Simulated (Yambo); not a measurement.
Yambo run on LaOF (space group R-3m, No. 166). The wavefunctions are PBEsol (pw.x of Quantum ESPRESSO, ONCV potentials, no spin-orbit coupling) ones on a 4×4×4 mesh (24 occupied bands); a = b = c = 7.119 Å, α = β = γ = 32.99°.

Yambo input:

```
rim_cut
gw0
dyson
el_el_corr
HF_and_locXC
cohsex
em1s
RandQpts= 1000000
RandGvec= 1 Ry
EXXRLvcs= 110 Ry
VXCRLvcs= 440 Ry
Chimod= "HARTREE"
% BndsRnXs
 1 | 109 |
%
NGsBlkXs= 6 Ry
% LongDrXs
 1.0 | 1.0 | 1.0 |
%
ExtendOut
% QPkrange
 6 | 6 | 24 | 25 |
%
```

k points by index: 6 = (0, 0.25, -0.25).

The o-*.qp file then holds:

```
#    K-point    Band    Eo [eV]    E [eV]    E-Eo [eV]    Vxc [eV]    Vnlxc [eV]    Sc|Eo [eV]    Re(Z)    Im(Z)
#
    6    24    0.000000    -2.133456    -2.133456    -19.00885    -23.92786    2.785557    1.000000    0.000000
    6    25    4.539980    5.717516    1.177535    -13.16165    -5.852412    -6.131705    1.000000    0.000000
```
(The two width columns are left out.) Convergence of these settings isn't established.

Geometry of the Materials Project entry, not relaxed at this level.
